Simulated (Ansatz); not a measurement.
Problem. Ε∞ from PBE minus that from PBEsol (% of the latter), each on its own relaxed cell (Ansatz, a first-principles code, plane waves, PAW; no spin–orbit coupling, no Hubbard U), over 23 phases of the class «halides»: what sign and size do you expect?

Solution. Mean -5 %, median -5 %, mean absolute 5 %; eight in ten lie between -8 and -2 %, and 0 % are above zero.

Some cases that may be named, with their rank among the 23 from the lowest: MnF2, rutile -6 % (rank 5); NaCl, rock salt -3 % (rank 17); KMgF3, cubic perovskite -2 % (rank 19); NaF, rock salt -2 % (rank 23).

The phases are those computed here (of each formula those with measured values and the lowest at some level), not a balanced benchmark, and neither functional is the truth. Pairs that end in unlike spin orders or unlike minima (c/a over 6 % apart, 30 % for weakly bound crystals), magnets with 4f shells, solids of gases and phases set aside for tests are left out.

1 of the phases carry moments, in the orders computed and without U.

Spin orders computed, not proven ground states: MnF2, rutile with PBE antiferromagnetic; MnF2, rutile with PBEsol antiferromagnetic. All cells were relaxed under the symmetry of their starts (and spin orders); stability against distortions was not tested throughout. Cells of antiferromagnets are given as chemical subcells. No Hubbard U is applied.

Potentials: the later of the program's two PAW sets.

Ansatz is a plane-wave DFT program.
